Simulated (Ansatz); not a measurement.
Input and command of a calculation in Ansatz (plane waves; scalar-relativistic PAW potentials unless the input names others):

```yaml
crystal:
  lattice:
    - [8.0158984172, 0.0, -0.1379800536]
    - [0.0, 11.2916730827, 0.0]
    - [-4.3818684957, 0.0, 8.2623629826]
  atoms:
    - { symbol: B, position: [0.3282482731, 0.3637951638, 0.2207465506] }
    - { symbol: B, position: [0.6717517269, 0.6362048362, 0.7792534494] }
    - { symbol: B, position: [0.6717517269, 0.8637951638, 0.2792534494] }
    - { symbol: B, position: [0.3282482731, 0.1362048362, 0.7207465506] }
    - { symbol: B, position: [0.5169421027, 0.1300872775, 0.2533465167] }
    - { symbol: B, position: [0.4830578973, 0.8699127225, 0.7466534833] }
    - { symbol: B, position: [0.4830578973, 0.6300872775, 0.2466534833] }
    - { symbol: B, position: [0.5169421027, 0.3699127225, 0.7533465167] }
    - { symbol: Se, position: [0.2623255616, 0.5326940344, 0.208964045] }
    - { symbol: Se, position: [0.7376744384, 0.4673059656, 0.791035955] }
    - { symbol: Se, position: [0.7376744384, 0.0326940344, 0.291035955] }
    - { symbol: Se, position: [0.2623255616, 0.9673059656, 0.708964045] }
    - { symbol: Se, position: [0.5717039056, 0.3001797211, 0.260290856] }
    - { symbol: Se, position: [0.4282960944, 0.6998202789, 0.739709144] }
    - { symbol: Se, position: [0.4282960944, 0.8001797211, 0.239709144] }
    - { symbol: Se, position: [0.5717039056, 0.1998202789, 0.760290856] }
    - { symbol: Se, position: [0.2710193589, 0.0743153076, 0.2141666507] }
    - { symbol: Se, position: [0.7289806411, 0.9256846924, 0.7858333493] }
    - { symbol: Se, position: [0.7289806411, 0.5743153076, 0.2858333493] }
    - { symbol: Se, position: [0.2710193589, 0.4256846924, 0.7141666507] }
    - { symbol: Se, position: [0.1198719367, 0.2605952602, 0.1877103635] }
    - { symbol: Se, position: [0.8801280633, 0.7394047398, 0.8122896365] }
    - { symbol: Se, position: [0.8801280633, 0.7605952602, 0.3122896365] }
    - { symbol: Se, position: [0.1198719367, 0.2394047398, 0.6877103635] }
basis:
  ecutwfc: 420
kpoints:
  mp_grid: { grid: [4, 4, 4] }
hamiltonian:
  xc: pbe
scf:
  occupations: { method: gaussian, width: 0.02 }
  mixing: { algorithm: broyden, beta: 0.2 }
output:
  forces: true
  eigenvalues: true
  stress: true
```

```bash
ansatz run input.yaml --threads 4 --pin off --max-ram 10240MiB --backend cpu --events-out ev --progress --plain --runs-dir out
```

Abridged log:
```
Pseudopotentials: kind: paw
Pseudopotential: B, paw, valence charge 3, recommended cutoff 420 eV (normal)
Pseudopotential: Se, paw, valence charge 16, recommended cutoff 420 eV (normal)
Functional definition: PBE
Crystal: 24 atoms, lattice volume = 741.023 Å³
Basis set: ecut = 420 eV, 14501 PW (Γ), exchange–correlation on 108×160×128 points (8 copies of the dense FFT grid, shifted against one another)
Bands: 168, of which v1, the nominal top of the filled ones, is band 140 counted from 1 (139 counted from 0)
Symmetry: 4 space group operations
Space group: P21/c (ITA 14), of the structure as read, at distance tolerance 9.0e-5 Å
k-points: 30 of 64
Initial density: superposition of atomic densities (neutral atoms: chi_scale 0, normalization atom), corrected by the library's trained network
Initial wavefunctions: pseudopotential atomic-orbital guess
Functional: x = pbe(κ = 0.804, μ = 0.21951497), c = pbe(β = 0.06672455)
SCF iter   1: F=—  HF=-88756.046371 eV  |F-HF|=—  |Δ(HF+E_count)|=         —  Δρ=2.35e-3  dr2=6.95e-2  ethr=1.77e-3  ⟨swp⟩=6.0  Hψ=18827  notcnv=0  defer=27
SCF iter   2: F=—  HF=-88756.038214 eV  |F-HF|=—  |Δ(HF+E_count)|=   8.16e-3  Δρ=1.82e-3  dr2=4.02e-2  ethr=2.48e-5  ⟨swp⟩=2.0  Hψ=6006  notcnv=0  defer=618  κ⁻¹=1.0e0(r=1)
SCF iter   3: F=—  HF=-88756.034080 eV  |F-HF|=—  |Δ(HF+E_count)|=   4.13e-3  Δρ=6.98e-4  dr2=3.89e-3  ethr=1.44e-5  ⟨swp⟩=2.0  Hψ=6200  notcnv=0  defer=438  κ⁻¹=4.2e-3(r=2)
automatic band count: iteration 3 solves 162 bands in place of 168: the levels show a gap, and the empty bands left out lie too high to hold charge; the band table lists the bands solved (type scf.n_extra_bands for more)
SCF iter   4: F=—  HF=-88756.034189 eV  |F-HF|=—  |Δ(HF+E_count)|=   1.08e-4  Δρ=5.11e-4  dr2=2.17e-3  ethr=1.39e-6  ⟨swp⟩=1.0  Hψ=4420  notcnv=0  defer=438  κ⁻¹=4.1e-3(r=3)
SCF iter   5: F=—  HF=-88756.034657 eV  |F-HF|=—  |Δ(HF+E_count)|=   4.69e-4  Δρ=1.62e-4  dr2=2.40e-4  ethr=7.76e-7  ⟨swp⟩=2.0  Hψ=7420  notcnv=0  defer=438  κ⁻¹=5.8e-5(r=4)
SCF iter   6: F=—  HF=-88756.034681 eV  |F-HF|=—  |Δ(HF+E_count)|=   2.32e-5  Δρ=6.07e-5  dr2=4.08e-5  ethr=8.59e-8  ⟨swp⟩=2.0  Hψ=7420  notcnv=0  defer=438  κ⁻¹=1.8e-5(r=5)
SCF iter   7: F=—  HF=-88756.034501 eV  |F-HF|=—  |Δ(HF+E_count)|=   1.80e-4  Δρ=5.39e-5  dr2=2.08e-5  ethr=1.46e-8  ⟨swp⟩=2.0  Hψ=5346  notcnv=0  defer=438  κ⁻¹=1.7e-5(r=6)
SCF iter   8: F=—  HF=-88756.034517 eV  |F-HF|=—  |Δ(HF+E_count)|=   1.57e-5  Δρ=1.43e-5  dr2=1.57e-6  ethr=7.44e-9  ⟨swp⟩=2.0  Hψ=8506  notcnv=0  defer=438  κ⁻¹=2.4e-7(r=7)
SCF iter   9: F=—  HF=-88756.034518 eV  |F-HF|=—  |Δ(HF+E_count)|=   1.44e-6  Δρ=7.38e-6  dr2=4.95e-7  ethr=5.59e-10  ⟨swp⟩=2.0  Hψ=8620  notcnv=0  defer=438  κ⁻¹=1.3e-7(r=8)
SCF iter  10: F=—  HF=-88756.034519 eV  |F-HF|=—  |Δ(HF+E_count)|=   6.84e-7  Δρ=3.69e-6  dr2=9.41e-8  ethr=3.57e-11  ⟨swp⟩=8.6  Hψ=22962  notcnv=0  κ⁻¹=1.2e-7(r=8)
SCF iter  11: F=-88756.034519 eV  HF=-88756.034519 eV  |F-HF|=2.56e-8  |Δ(HF+E_count)|=   1.27e-7  Δρ=1.96e-6  dr2=2.63e-8  ethr=3.36e-11  ⟨swp⟩=4.1  Hψ=17652  notcnv=0
SCF 1 converged in 11 iterations: F = -88756.034519 eV  dr2 = 2.63e-8
SCF converged after 11 iterations
Stability not checked: this state was not tested for a lower state beside it, because the mixer in use, unlike msr1, does not test its closes by its own steps (another_mixer; see scf.mixing.algorithm and scf.lower_state_search)
Free energy (F): -88756.034519 eV
Harris-Foulkes:  -88756.034519 eV  (|F-HF|=2.56e-8)
Internal energy: -88756.034519 eV  (E = F + TS)
E sigma→0 (E₀):  -88756.034519 eV
Fermi energy:    3.517441 eV
--- Forces (eV/Å), atoms counted from 1 ---
  atom   1  B     -0.00003239     0.00323004    -0.00048160
  atom   2  B      0.00003239    -0.00323004     0.00048160
  atom   3  B      0.00003239     0.00323004     0.00048160
  atom   4  B     -0.00003239    -0.00323004    -0.00048160
  atom   5  B      0.00317316    -0.00095032    -0.00070319
  atom   6  B     -0.00317316     0.00095032     0.00070319
  atom   7  B     -0.00317316    -0.00095032     0.00070319
  atom   8  B      0.00317316     0.00095032    -0.00070319
  atom   9  Se     0.00066444     0.00174836    -0.00390463
  atom  10  Se    -0.00066444    -0.00174836     0.00390463
  atom  11  Se    -0.00066444     0.00174836     0.00390463
  atom  12  Se     0.00066444    -0.00174836    -0.00390463
  atom  13  Se    -0.00450853     0.00004117     0.00094389
  atom  14  Se     0.00450853    -0.00004117    -0.00094389
  atom  15  Se     0.00450853     0.00004117    -0.00094389
  atom  16  Se    -0.00450853    -0.00004117     0.00094389
  atom  17  Se     0.00250507     0.00240217     0.00019248
  atom  18  Se    -0.00250507    -0.00240217    -0.00019248
  atom  19  Se    -0.00250507     0.00240217    -0.00019248
  atom  20  Se     0.00250507    -0.00240217     0.00019248
  atom  21  Se     0.00025334    -0.00748468     0.00007134
  atom  22  Se    -0.00025334     0.00748468    -0.00007134
  atom  23  Se    -0.00025334    -0.00748468    -0.00007134
  atom  24  Se     0.00025334     0.00748468     0.00007134
--- Stress (GPa, compression-positive) ---
        0.022611       0.000000      -0.013155
        0.000000       0.029760       0.000000
       -0.013155       0.000000       0.040414
  P = ⅓ Tr σ = 0.0309 GPa (0.309 kbar)
```

Apart from outputs, empty bands and the relaxation, which only the reference makes, the input differs from a reference run on usual settings in scf.mixing.algorithm: not typed → "broyden"; scf.mixing.beta: not typed → 0.2. The reference, at the same geometry, ended its own course with pressure 0.03 GPa, largest force 0.007 eV/Å, gap on the mesh 1.71 eV. This run converged in 11 SCF iterations with an energy at zero smearing within 0.01 meV/atom of the reference's, pressure 0.03 GPa, largest force 0.007 eV/Å, gap on the mesh 1.71 eV.

Time: 110 s on 4 threads of Intel(R) Xeon(R) Platinum 8259CL CPU @ 2.50GHz (Skylake/Cascade Lake) (shared host), peak memory 4.1 GiB.